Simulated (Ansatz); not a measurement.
**Calculated 49Ti nuclear quadrupole resonance for TiH2SO6**

Cell: a COD entry (perhaps calculated rather than measured), its atoms then relaxed with PBE in this cell.

Space group P2_12_12_1 (No. 19); a = 5.1330, b = 8.6140, c = 9.8180 Å.

```csv
site,Wyckoff,site symmetry,x,y,z
Ti,4a,1,0.2404,0.7106,0.3787
H5,4a,1,0.8928,0.9262,0.0318
H9,4a,1,0.5777,0.9232,0.0473
S,4a,1,0.7659,0.5863,0.1741
O17,4a,1,0.9597,0.7359,0.4777
O21,4a,1,0.7204,0.6127,0.0279
O25,4a,1,0.2532,0.9156,0.2915
O29,4a,1,0.5735,0.6677,0.2601
O33,4a,1,0.0359,0.6379,0.2081
O37,4a,1,0.7395,0.9748,0.0761
```

One atom of each set is listed.

Computed with Ansatz: DFT, PBE, plane waves and PAW, scalar-relativistic, 420 eV cutoff, Γ-centred 5×3×3 k-points, Fermi–Dirac smearing 0.02 eV.

49Ti: I = 7/2, Q = 247.0 mb (year-2017 value). Static lattice, zero field.

Question: Predict the zero-field 49Ti lines of each site.

Answer: For I = 7/2 and η = 0 the lines are |C_Q|/14 times 1, 2 and 3; η shifts the lowest up most. At large η the states mix, and weaker lines appear at sums of the main ones; lines under 5 % of the strongest are left out.

| site | atoms | V_zz (10²¹ V/m²) | C_Q (MHz) | η | line frequencies (MHz) |
| --- | --- | --- | --- | --- | --- |
| Ti | 4 | 3.98 | 23.8 | 0.72 | 3.09, 3.57, 4.81, 6.66 |

Question: And for 47Ti (I = 5/2, Q = 302.0 mb) on Ti?

Answer: C_Q scales with Q to 29.1 MHz, with lines at 6.33, 8.05, 14.4 MHz.

The entry's hydrogen positions were far off; the other atoms hardly move on relaxation.
